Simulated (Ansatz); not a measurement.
CuCl (zinc blende)

```yaml
crystal:
  lattice:
    - [0.00000, 2.71202, 2.71202]
    - [2.71202, 0.00000, 2.71202]
    - [2.71202, 2.71202, 0.00000]
  atoms:
    - { symbol: Cl, position: [0.75000, 0.75000, 0.75000] }
    - { symbol: Cu, position: [0.00000, 0.00000, 0.00000] }
```

The relaxed cell is deformed in two ways at once: its volume V is scaled, and at that volume it is stretched along z (the c axis of the conventional cell) so that c/a changes. Fractional atomic positions are held.

Computed with PBE (plane waves to 420 eV, PAW, scalar-relativistic; Ansatz, a program for electronic structure). k mesh 11×11×11 (Γ-centred), Fermi-Dirac smearing 0.05 eV. Compression counts positive. CuCl is run without spin polarisation. CuCl was relaxed with its symmetry unable to fall.

At one point of the scan the stress tensor (GPa) is:

```
  -0.20     0.00     0.00
   0.00    -0.20     0.00
   0.00     0.00     0.30
```

**Question.** Which point is it?
A. V/V₀ = 1.013, (c/a)/(c/a)₀ = 1.000
B. V/V₀ = 1.027, (c/a)/(c/a)₀ = 0.987
C. V/V₀ = 1.027, (c/a)/(c/a)₀ = 1.013
D. V/V₀ = 1.000, (c/a)/(c/a)₀ = 0.960

**Answer.** D, V/V₀ = 1.000, (c/a)/(c/a)₀ = 0.960

(A scan under strain: stresses follow from slopes of the energy per volume, elastic moduli from its curvatures.)
